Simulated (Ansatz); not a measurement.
GaAs (zinc blende)

```yaml
crystal:
  lattice:
    - [0.00000, 2.87279, 2.87279]
    - [2.87279, 0.00000, 2.87279]
    - [2.87279, 2.87279, 0.00000]
  atoms:
    - { symbol: As, position: [0.75000, 0.75000, 0.75000] }
    - { symbol: Ga, position: [0.00000, 0.00000, 0.00000] }
```

The slice is a {111} plane (indices of the conventional cell) through the point (0.750, 0.750, 0.750) (fractional), spanned by u = [100] and v = [-1 2 0] in vectors of this cell: u (4.06 Å) and v (7.04 Å, at 90° to u). It covers one period; positions are fractions (u, v).

These are PBE (plane waves to 420 eV, PAW, scalar-relativistic; Ansatz, a program for electronic structure) values and carry that method's errors. k mesh 10×10×10. Inside the PAW spheres the values are not all-electron values, and peaks at nuclei hang on which shells count as valence. GaAs was relaxed with its symmetry unable to fall.

**Question.** Sketch the density of the lowest conduction band (whole band as if filled, smooth part) on this plane as a map.

**Answer.** 
```
|569963100000136996|
|789963100000136998|
|777642100000124677|
|334321000000012343|
|011110000000001111|
|000000000000000000|
|111110000000001111|
|433210000000001233|
|654321001110012345|
|765321112221112356|
|765310124542101356|
|664200247874200246|
|543100369996300134|
|332001588888510023|
|211013786568731011|
|110125885458852101|
|000136996569963100|
|000136998789963100|
|000124677777642100|
|000012343334321000|
|000001111011110000|
|000000000000000000|
|000001111111110000|
|000001233433210000|
|110012345654321001|
|221112356765321112|
|542101356765310124|
|874200246664200247|
|996300134543100369|
|888510023332001588|
|568731011211013786|
|458852101110125885|
```
Scale: ten equal steps from 0.020 (start of '0') to 0.131 (end of '9'), in the order '0123456789'. Values: density of the lowest conduction band (whole band as if filled, smooth part) in e/Å³. The map has 18 points along u (one character each, u = 0 at the left) and 32 along v (v = 0 in the bottom row).
